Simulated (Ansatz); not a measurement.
Hf2Si:
```cif
data_Hf8Si4
_chemical_formula_sum 'Hf8 Si4'
_space_group_name_H-M_alt 'I4/mcm'
_space_group_IT_number 140
_space_group_name_Hall '-I 4 2c'
_cell_length_a 6.55903
_cell_length_b 6.55903
_cell_length_c 5.16812
_cell_angle_alpha 90.000
_cell_angle_beta 90.000
_cell_angle_gamma 90.000
loop_
_atom_site_label
_atom_site_type_symbol
_atom_site_symmetry_multiplicity
_atom_site_Wyckoff_symbol
_atom_site_fract_x
_atom_site_fract_y
_atom_site_fract_z
_atom_site_occupancy
Hf1 Hf 8 h 0.34347 0.15653 0.00000 1
Si1 Si 4 a 0.00000 0.00000 0.25000 1
```
(The calculation used a cell of 6 atoms; values per cell refer to that cell.)

Relaxed with r²SCAN.

Q: Which orbitals make up the states near the Fermi level in the program Ansatz at the r²SCAN level (PAW)?

A: Within 0.5 eV of the Fermi level: Hf 5d 83 %, Si 3p 8 %. Projections are on Löwdin-orthogonalised atomic valence shells; empty p or d shells of many metals are not among them.

Q: Tabulate the density of states.

A: States/eV per cell of 6 atoms, in 0.25 eV bins, energy from the Fermi level.

```
E (eV)  total  Hf 5d  Si 3p  Hf 6s
------  -----  -----  -----  -----
-7.85    0.59   0.15   0.15   0.04
-7.60    0.57   0.15   0.15   0.03
-7.35    0.56   0.16   0.15   0.03
-7.10    0.54   0.16   0.14   0.02
-6.85    0.54   0.17   0.13   0.02
-6.60    0.58   0.19   0.14   0.03
-6.35    0.76   0.25   0.17   0.08
-6.10    1.02   0.28   0.28   0.17
-5.85    0.94   0.19   0.31   0.26
-5.60    1.10   0.19   0.44   0.36
-5.35    1.55   0.30   0.63   0.46
-5.10    1.76   0.41   0.74   0.44
-4.85    2.19   0.59   0.94   0.46
-4.60    2.28   0.71   0.96   0.42
-4.35    2.09   0.70   0.89   0.33
-4.10    2.17   0.75   0.91   0.34
-3.85    2.03   0.75   0.87   0.26
-3.60    2.20   0.87   0.93   0.24
-3.35    2.74   1.09   1.17   0.30
-3.10    1.98   0.78   0.87   0.21
-2.85    1.98   0.82   0.81   0.23
-2.60    3.86   1.69   1.48   0.46
-2.35    3.57   1.77   1.34   0.31
-2.10    4.73   2.39   1.79   0.31
-1.85    3.89   2.09   1.26   0.33
-1.60    4.84   3.19   1.08   0.34
-1.35    5.84   4.30   0.91   0.36
-1.10    7.63   5.89   0.97   0.40
-0.85    8.82   7.16   0.78   0.35
-0.60    6.13   5.10   0.40   0.28
-0.35    3.60   2.96   0.29   0.13
-0.10    2.01   1.68   0.14   0.05
0.15     1.97   1.65   0.17   0.06
0.40     1.74   1.46   0.12   0.06
0.65     2.72   2.29   0.14   0.12
0.90     3.04   2.52   0.15   0.15
1.15     2.90   2.49   0.10   0.10
1.40     3.66   3.15   0.12   0.10
1.65     3.59   3.15   0.13   0.08
1.90     4.93   4.30   0.20   0.08
2.15     3.96   3.42   0.19   0.06
2.40     2.74   2.35   0.16   0.06
2.65     3.51   3.01   0.20   0.10
2.90     3.50   3.00   0.18   0.12
3.15     3.07   2.61   0.16   0.10
3.40     3.34   2.73   0.20   0.15
3.65     3.92   3.16   0.22   0.18
3.90     4.93   4.00   0.27   0.21
4.15     4.82   3.98   0.25   0.18
4.40     5.74   4.66   0.30   0.20
4.65     5.57   4.36   0.33   0.18
```

The workflow started from a Materials Project entry (that database holds measured and hypothetical structures alike); the Crystallography Open Database copy checked does not list it. Its standing as an ambient phase is unchecked. The r²SCAN relaxation kept the symmetry of its start; its stability against distortions is not shown here. No spin polarisation was allowed. Scalar-relativistic: spin–orbit coupling is off unless named, which matters more the heavier the elements.

Potentials: the later of the program's two PAW sets.
